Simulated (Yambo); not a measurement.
Yambo run on LiTaO₃ (space group R3c, No. 161). The wavefunctions are PBEsol (pw.x of Quantum ESPRESSO, ONCV potentials, no spin-orbit coupling) ones on a 4×4×4 mesh (34 occupied bands); a = 5.4768 Å, b = 5.4768 Å, c = 5.4768 Å, α = 55.90°, β = 55.90°, γ = 55.90°.

Yambo input:

```
rim_cut
gw0
dyson
el_el_corr
HF_and_locXC
ppa
em1d
RandQpts= 1000000
RandGvec= 1 Ry
EXXRLvcs= 84 Ry
VXCRLvcs= 336 Ry
Chimod= "HARTREE"
% BndsRnXp
 5 | 166 |
%
NGsBlkXp= 3 Ry
% LongDrXp
 1.0 | 1.0 | 1.0 |
%
PPAPntXp= 27.2114 eV
% GbndRnge
 1 | 166 |
%
GTermKind= "BG"
DysSolver= "n"
ExtendOut
% QPkrange
 1 | 1 | 34 | 35 |
%
```

k points by index: 1 = Γ.

The o-*.qp file then holds:

```
#    K-point    Band    Eo [eV]    E [eV]    E-Eo [eV]    Vxc [eV]    Vnlxc [eV]    Sc|Eo [eV]    Sc|E [eV]    dSc/dw|Eo [eV]    Re(Z)    Im(Z)
#
    1    34    0.000000    -0.592658    -0.592658    -19.73294    -24.97613    4.499407    4.650530    -6.937247    0.796849    -0.001254
    1    35    3.866246    5.274255    1.408010    -15.81682    -9.983431    -4.142434    -4.425383    -5.467935    0.832678    -0.001001
```
(The two width columns are left out.) Convergence of these settings isn't established.

Geometry of the Materials Project entry, not relaxed at this level.
